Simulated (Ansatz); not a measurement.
A geometry of AlCu away from equilibrium: step 3 of the relaxation of a relaxed AlCu cell displaced along its unstable phonon at q = (½, ½, 0) of its primitive reciprocal cell (189i cm⁻¹), largest move 0.15 Å. Level of theory: PBE (plane waves to 420 eV, PAW, scalar-relativistic; Ansatz, a first-principles code). Γ-centred k-mesh 11×11×11 on the run's cell (coarser than for final values), Fermi–Dirac smearing 0.05 eV. The plane waves were selected for a different cell earlier on the path.

```
CELL_PARAMETERS angstrom
      0.00000     4.88681     5.04322
      2.44340     2.44340     5.04322
      2.44340     2.44340     0.00000
ATOMIC_POSITIONS crystal
  Cu 0.00000 0.08815 0.91185
  Cu 0.50000 0.91185 0.08815
  Al 0.00000 0.58985 0.41015
  Al 0.50000 0.41015 0.58985
```

Q: Give the Cartesian forces on all atoms (eV/Å).

A: 
```tsv
atom	Fx	Fy	Fz
Cu1	0.00	0.00	0.54
Cu2	0.00	0.00	-0.54
Al3	0.00	0.00	0.27
Al4	0.00	0.00	-0.27
```

The path ends in P4/nmm (No. 129) (AFLOW prototype AB_tP4_129_c_c (B11, as in TiCu)). No spin polarisation in the result.

The run could not lose the symmetry of its start, so the end can be a saddle point.

The end of the path is a generated cell of AlCu: the first start was made by placing the elements on the sites of a structure type, and the end was not matched to a known phase here, so it may be hypothetical.
